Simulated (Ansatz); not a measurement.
GaAs:
```cif
data_AsGa
_chemical_formula_sum 'Ga1 As1'
_space_group_name_H-M_alt 'P4/mmm'
_space_group_IT_number 123
_space_group_name_Hall '-P 4 2'
_cell_length_a 2.64259
_cell_length_b 2.64259
_cell_length_c 5.35661
_cell_angle_alpha 90.000
_cell_angle_beta 90.000
_cell_angle_gamma 90.000
loop_
_atom_site_label
_atom_site_type_symbol
_atom_site_symmetry_multiplicity
_atom_site_Wyckoff_symbol
_atom_site_fract_x
_atom_site_fract_y
_atom_site_fract_z
_atom_site_occupancy
Ga1 Ga 1 b 0.00000 0.00000 0.50000 1
As1 As 1 a 0.00000 0.00000 0.00000 1
```

Relaxed at zero pressure with LDA (plane waves, PAW; program Ansatz).

Question: The volume is lowered by 3 % and shape and atoms relax at that volume. What pressure results, and how do the axes share the change?

Answer: 2.5 GPa; a -1.0 %, b -1.0 %, c -1.1 %; the energy rises by 4 meV/atom.

Question: Give the new structure.

Answer: 
Space group P4/mmm (No. 123); a = 2.617 Å, b = 2.617 Å, c = 5.299 Å, α = 90.00°, β = 90.00°, γ = 90.00°

```csv
atom,site,symmetry,x,y,z
Ga,1b,4/mmm,0.0000,0.0000,0.5000
As,1a,4/mmm,0.0000,0.0000,0.0000
```

The phase is kept; no other phase was compared at this pressure.

The first step of the workflow began from a Materials Project structure, measured or hypothetical; the Crystallography Open Database copy checked does not list it. It is not the phase usual at ambient conditions (space group No. 216). The LDA relaxation kept the symmetry of its start; of distortions, only those at the zone centre were tested.

Potentials: the earlier of the program's two PAW sets.
